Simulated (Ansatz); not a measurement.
## P under strain: Quadrupolar parameters

The cell is an entry of the Crystallography Open Database (COD), relaxed with PBE at fixed cell and then changed (z stretched by 1 %, ions relaxed).

```
CELL_PARAMETERS angstrom
1.65545 -5.15950 0.00000
1.65545 5.15950 0.00000
0.00000 0.00000 4.36017
ATOMIC_POSITIONS crystal
P 0.89601 0.10399 0.07905
P 0.60399 0.39601 0.57905
P 0.10399 0.89601 0.92095
P 0.39601 0.60399 0.42095
```

Atom numbers follow the list; atoms alike are taken as one site, whose name carries the number of the first.

Computed with Ansatz: DFT, PBE, plane waves and PAW, scalar-relativistic, 420 eV cutoff, Γ-centred 15×15×11 k-points, Fermi–Dirac smearing 0.05 eV.

V_zz is the principal component of the electric field gradient with the largest magnitude, η = (V_xx − V_yy)/V_zz and C_Q = eQV_zz/h. Directions are in the Cartesian axes of the cell vectors above, for the atom listed; none is given where the gradient is under 0.02 or η is above 0.95.

Question: What field gradients does the calculation give at each kind of site?

Answer: 

```tsv
site	first atom	first shell	V_zz (10²¹ V/m²)	η	direction of V_zz (x, y, z)
P	1	3 P at 2.23–2.25 Å	-7.26	0.05	0.00 0.78 -0.63
```

The structure holds P–P bonds (2.23 Å). At P V_zz stands upright on the plane through its three neighbours (within 6°).

The run finds no gap above 0.1 eV (a metal, or nearly one), so the gradients can move by 10 % or more with the k-mesh. Semilocal functionals make gaps too small and can close them, so the real compound need not be a metal.

The relaxation (3 steps) took 31 s of wall time (30 s of CPU time) and 0.76 GiB at its peak, on 1 thread of Intel Xeon 6975P-C (Granite Rapids) (x86_64; 16 cores open to the job, memory cap 3.0 GiB, no GPU), a shared host with a load of 0.6 a core.
